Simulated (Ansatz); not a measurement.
Data sheet: AgW (DFT)

AgW:
```yaml
crystal:
  lattice:
    - [3.17622, 0.00000, 0.00000]
    - [0.00000, 3.17622, 0.00000]
    - [0.00000, 0.00000, 3.17622]
  atoms:
    - { symbol: Ag, position: [0.00000, 0.00000, 0.00000] }
    - { symbol: W, position: [0.50000, 0.50000, 0.50000] }
```

Space group Pm-3m (No. 221), CsCl type; conventional cell a = b = c = 3.1762 Å, α = β = γ = 90.00°.

Method: PBEsol in the plane-wave PAW code Ansatz. Structure relaxed to zero pressure with the same functional. Other levels are named where they apply.

### Cell and energy

```yaml
volume_per_atom: 16.02 Å³
density: 15.12 g/cm³
Formation energy from the elements (no fitted shifts): 1.14 eV/atom
```

### Electronic structure

```yaml
electronic_character: metallic (no gap)
Density of states at the Fermi level: 1.5 states/eV per atom (mean over ±0.08 eV)
Gap with spin–orbit coupling: none (metallic)
```

### Mechanics

```yaml
Bulk modulus (Birch–Murnaghan fit): 225 GPa
Pressure derivative B′: 4.8
Elastic constants (relaxed ions, GPa): C11 = 78.2, C12 = 298, C44 = 146
mechanical_stability: unstable (C has a negative eigenvalue)
```

### Phonons

```yaml
highest_zone_centre_frequency: 159 cm⁻¹
zone_centre_stability: no imaginary mode at Γ
```

The start of the workflow was typed in or built on a structure type; neither database checked (COD, Materials Project) lists it. Its standing as an ambient phase is unchecked. The cell was relaxed with PBEsol under the symmetry of its start. No spin polarisation was allowed. Its formation energy is positive at this level, so the cell may be metastable or incomplete. As this level gives no gap, shear constants depend on the k-mesh and smearing (Fermi–Dirac, 0.1 eV here). As this level gives no gap, phonon frequencies hold no LO–TO term and depend on the k-mesh and smearing (Fermi–Dirac, 0.1 eV here). The references are the lowest solids computed at this level, not always the standard phases. Scalar-relativistic: spin–orbit coupling is off unless named, which matters more the heavier the elements.

Potentials: the earlier of the program's two PAW sets. The files were generated under PBE; for other functionals the program regenerates the frozen cores, and for LDA and PBEsol the local potential too.
